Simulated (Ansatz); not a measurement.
According to plane-wave PAW PBE (Ansatz code), GaSb in the hexagonal phase (P6_222; Ga on 3d, Sb on 3c) relaxes to a = 4.420 Å, c = 9.593 Å. Against the elements it lies at -0.023 eV/atom, with no fitted shifts.

Electronic character: metallic (no gap).

The start of the workflow was typed in or built on a structure type; neither database checked (COD, Materials Project) lists it. It is not the phase usual at ambient conditions (space group No. 216). Symmetry was held in the PBE relaxation; its stability against distortions is not shown here. A small band overlap can be real or an error of a semilocal functional. The references are the lowest solids computed at this level, not always the standard phases. Spin–orbit coupling is left out wherever it is not named.

Potentials: the later of the program's two PAW sets.
